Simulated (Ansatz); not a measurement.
LaIr2:
```
CELL_PARAMETERS angstrom
      0.00000     3.85096     3.85096
      3.85096     0.00000     3.85096
      3.85096     3.85096     0.00000
ATOMIC_POSITIONS crystal
  La 0.00000 0.00000 0.00000
  La 0.25000 0.25000 0.25000
  Ir 0.62500 0.62500 0.62500
  Ir 0.12500 0.62500 0.62500
  Ir 0.62500 0.62500 0.12500
  Ir 0.62500 0.12500 0.62500
```

Relaxed with r²SCAN.

Question: Which orbitals make up the states near the Fermi level in r²SCAN (plane waves, PAW; program Ansatz)?

Answer: Within 0.5 eV of the Fermi level: Ir 5d 74 %, La 5d 15 %. Projections are on Löwdin-orthogonalised atomic valence shells; empty p or d shells of many metals are not among them.

Question: Tabulate the density of states.

Answer: States/eV per cell of 6 atoms, in 0.25 eV bins, energy from the Fermi level.

| E (eV) | total | Ir 5d | La 5d | La 4f |
|---|---|---|---|---|
| -7.85 | 0.43 | 0.14 | 0.01 | 0.00 |
| -7.60 | 0.58 | 0.20 | 0.01 | 0.00 |
| -7.35 | 0.81 | 0.29 | 0.03 | 0.00 |
| -7.10 | 1.32 | 0.51 | 0.07 | 0.00 |
| -6.85 | 1.47 | 0.58 | 0.11 | 0.00 |
| -6.60 | 1.34 | 0.51 | 0.13 | 0.00 |
| -6.35 | 1.13 | 0.41 | 0.15 | 0.00 |
| -6.10 | 0.52 | 0.18 | 0.08 | 0.00 |
| -5.85 | 1.41 | 0.61 | 0.33 | 0.00 |
| -5.60 | 3.58 | 1.96 | 0.68 | 0.02 |
| -5.35 | 4.25 | 2.45 | 0.71 | 0.03 |
| -5.10 | 3.79 | 2.56 | 0.47 | 0.04 |
| -4.85 | 3.98 | 2.88 | 0.39 | 0.04 |
| -4.60 | 4.71 | 3.56 | 0.40 | 0.04 |
| -4.35 | 7.46 | 5.27 | 0.67 | 0.07 |
| -4.10 | 8.63 | 6.93 | 0.77 | 0.05 |
| -3.85 | 10.14 | 8.55 | 0.80 | 0.08 |
| -3.60 | 10.13 | 8.24 | 1.08 | 0.10 |
| -3.35 | 9.40 | 7.36 | 1.05 | 0.09 |
| -3.10 | 8.14 | 6.27 | 1.13 | 0.08 |
| -2.85 | 6.62 | 5.06 | 0.93 | 0.08 |
| -2.60 | 8.12 | 6.15 | 0.97 | 0.11 |
| -2.35 | 7.78 | 5.86 | 0.93 | 0.12 |
| -2.10 | 7.41 | 5.59 | 0.80 | 0.12 |
| -1.85 | 6.84 | 5.11 | 0.82 | 0.10 |
| -1.60 | 6.27 | 4.60 | 0.81 | 0.12 |
| -1.35 | 6.24 | 4.79 | 0.67 | 0.14 |
| -1.10 | 12.20 | 10.29 | 0.85 | 0.30 |
| -0.85 | 8.69 | 7.64 | 0.48 | 0.23 |
| -0.60 | 3.38 | 2.71 | 0.30 | 0.09 |
| -0.35 | 7.72 | 6.73 | 0.57 | 0.13 |
| -0.10 | 3.24 | 2.51 | 0.46 | 0.07 |
| 0.15 | 2.41 | 1.51 | 0.52 | 0.09 |
| 0.40 | 3.98 | 2.07 | 1.09 | 0.20 |
| 0.65 | 4.39 | 2.03 | 1.29 | 0.33 |
| 0.90 | 4.02 | 1.58 | 1.21 | 0.38 |
| 1.15 | 3.25 | 1.22 | 0.80 | 0.31 |
| 1.40 | 2.47 | 0.45 | 0.92 | 0.39 |
| 1.65 | 3.21 | 0.54 | 0.86 | 0.67 |
| 1.90 | 3.26 | 1.24 | 1.53 | 0.39 |
| 2.15 | 10.27 | 3.51 | 4.44 | 2.01 |
| 2.40 | 9.04 | 2.18 | 3.59 | 2.84 |
| 2.65 | 11.29 | 1.67 | 2.84 | 6.29 |

Space group Fd-3m (cubic Laves (MgCu2 type)). The workflow started from a Materials Project entry (that database holds measured and hypothetical structures alike); the Crystallography Open Database files this formula in space group No. 227, but the cells were not matched. Whether it is the stable phase at ambient conditions was not checked. The cell was relaxed with r²SCAN under the symmetry of its start; whether a distortion lowers the energy is not shown. No spin polarisation was allowed. Spin–orbit coupling is left out wherever it is not named.

Potentials: the later of the program's two PAW sets.
